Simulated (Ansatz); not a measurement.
# Ti₃O₅ (C2/m): electronic heat capacity and spin susceptibility from the density of states

All numbers below come from Ansatz, DFT PBEsol, scalar-relativistic, plane waves, PAW.

Settings: cutoff 420 eV, Γ-centred mesh 10×10×4 on the computed 16-atom cell, Gaussian smearing of 0.10 eV; no spin polarisation.

Relaxed cell: C2/m, a = 9.624 Å, b = 3.850 Å, c = 9.177 Å, α = 90.00°, β = 91.12°, γ = 90.00°, 16 atoms in the primitive cell. Whether it is the stable form of this composition wasn't checked.

The density of states at the Fermi level is 5.741 states/eV in the cell of 16 atoms (2 formula units; both spins, tetrahedra on a 15×15×6 mesh). Averaged over bins of 0.1 eV the density runs from 5.5 to 7.9 states/eV within 0.2 eV of the Fermi level, so the figure hangs on the exact place of that level.

Question: What Sommerfeld coefficient and Pauli susceptibility does this give?

Answer: Per formula unit N(E_F) = 2.870 states/eV. γ = (π²/3) k_B² N(E_F) N_A = 2.357 mJ/(mol K²) per state/eV, so γ = 6.8 mJ/(mol K²), a mole of formula units. χ_P = μ_B² N(E_F) N_A = 3.23×10⁻⁵ emu/mol per state/eV gives 9.3×10⁻⁵ emu/mol. This is the bare band result: a measured γ of the same phase is as a rule larger by a factor 1 + λ from phonons and spin fluctuations, the spin part of χ is larger by the Stoner factor, and a measured χ also holds orbital and core terms. N(E_F) at one energy is sensitive to the mesh where the density of states has sharp peaks.

A ferromagnetic start lost its moments in a first run, so spin was left out; other magnetic orders weren't tried.